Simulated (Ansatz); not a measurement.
TiTe$_{2}$ in space group Pnnm (No. 58; Ti on 2a, Te on 4g) under volume change, PBE in the plane-wave PAW code Ansatz, shape and atoms relaxed at each volume.

```json
[
 {"V (Å³/atom)": "24.507", "E − E(relaxed) (meV/atom)": "(withheld)", "P (GPa)": "(withheld)"},
 {"V (Å³/atom)": "25.315", "E − E(relaxed) (meV/atom)": "(withheld)", "P (GPa)": "(withheld)"},
 {"V (Å³/atom)": "26.123", "E − E(relaxed) (meV/atom)": "4.0", "P (GPa)": "1.62"},
 {"V (Å³/atom)": "26.931", "E − E(relaxed) (meV/atom)": "0.0", "P (GPa)": "0.00"},
 {"V (Å³/atom)": "27.739", "E − E(relaxed) (meV/atom)": "3.4", "P (GPa)": "-1.24"},
 {"V (Å³/atom)": "28.547", "E − E(relaxed) (meV/atom)": "12.2", "P (GPa)": "-2.22"},
 {"V (Å³/atom)": "29.355", "E − E(relaxed) (meV/atom)": "25.2", "P (GPa)": "-2.89"}
]
```

### Question
Fill in the missing entries.

### Answer

- 25.315, E − E(relaxed) (meV/atom): 16.5
- 25.315, P (GPa): 3.41
- 24.507, E − E(relaxed) (meV/atom): 39.4
- 24.507, P (GPa): 5.73

### Question
What does a third-order Birch–Murnaghan fit give for V₀, B₀ and B′?

### Answer
V₀ = 26.94 Å³/atom, B₀ = 45.1 GPa, B′ = 6.3.

A made-up cell: these elements were put on the sites of a structure type; neither database checked (COD, Materials Project) lists it. COD files the formula under space group No. 164, so this cell is another polymorph or a model. Its standing as an ambient phase is unchecked. The PBE relaxation kept the symmetry of its start; its stability against distortions is not shown here. No spin polarisation was allowed. Spin–orbit coupling is left out wherever it is not named.

Potentials: the later of the program's two PAW sets.
